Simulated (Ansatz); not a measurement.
V2O5:
```
CELL_PARAMETERS angstrom
      6.27437     0.00000     0.00000
      0.00000     3.53306     0.00000
     -0.04694     0.00000     7.13411
ATOMIC_POSITIONS crystal
  V  0.74246 0.25000 0.72123
  V  0.25754 0.75000 0.27877
  V  0.19583 0.25000 0.90039
  V  0.80417 0.75000 0.09961
  O  0.73866 0.75000 0.80672
  O  0.26134 0.25000 0.19328
  O  0.03680 0.25000 0.70228
  O  0.96320 0.75000 0.29772
  O  0.43866 0.25000 0.82412
  O  0.56134 0.75000 0.17588
  O  0.14682 0.75000 0.96742
  O  0.85318 0.25000 0.03258
  O  0.67860 0.25000 0.50987
  O  0.32140 0.75000 0.49013
```

Relaxed with r²SCAN+D4. Special points in fractions of this cell's reciprocal vectors: Γ (0.000, 0.000, 0.000); Z (0.000, 0.500, 0.000); D (0.000, 0.500, 0.500); B (0.000, 0.000, 0.500); A (-0.500, 0.000, 0.500); E (-0.500, 0.500, 0.500); C2 (-0.500, 0.500, 0.000); Y2 (-0.500, 0.000, 0.000).

**Question.** List the band energies nearest the valence-band maximum at these points for r²SCAN+D4 (plane waves, PAW; program Ansatz).

**Answer.** In eV from the valence-band maximum; about four levels below and three above (degenerate sets whole), none deeper than 8.9 eV; points with the same levels are listed once.

```json
[
 {"k": "Γ", "below": "-0.85 -0.62 -0.36 -0.34", "above": "1.84 1.94 3.56"},
 {"k": "Z", "below": "-0.38 -0.38 -0.17 -0.17", "above": "2.97 2.97 3.23 3.23"},
 {"k": "D", "below": "-0.33 -0.33 -0.11 -0.11", "above": "2.96 2.96 3.26 3.26"},
 {"k": "B", "below": "-0.86 -0.47 -0.47 -0.39", "above": "1.83 1.98 3.54"},
 {"k": "A", "below": "-0.77 -0.66 -0.47 -0.29", "above": "2.21 2.30 3.14"},
 {"k": "E", "below": "-0.88 -0.88 -0.01 -0.01", "above": "2.91 2.91 3.31 3.31"},
 {"k": "C2", "below": "-0.75 -0.75 -0.12 -0.12", "above": "2.87 2.87 3.24 3.24"},
 {"k": "Y2", "below": "-0.81 -0.77 -0.56 -0.36", "above": "2.23 2.26 3.16"}
]
```

Space group P2_1/m. The first step of the workflow began from a Materials Project structure, measured or hypothetical; the Crystallography Open Database copy checked does not list it. COD files the formula under space group No. 31, 59. Whether it is the stable phase at ambient conditions was not checked. The cell was relaxed with r²SCAN+D4 under the symmetry of its start; its stability against distortions is not shown here. The run is not spin-polarised. No Hubbard U is applied.

Potentials: the earlier of the program's two PAW sets. The files were generated under PBE; for other functionals the program regenerates the frozen cores, and for LDA and PBEsol the local potential too.
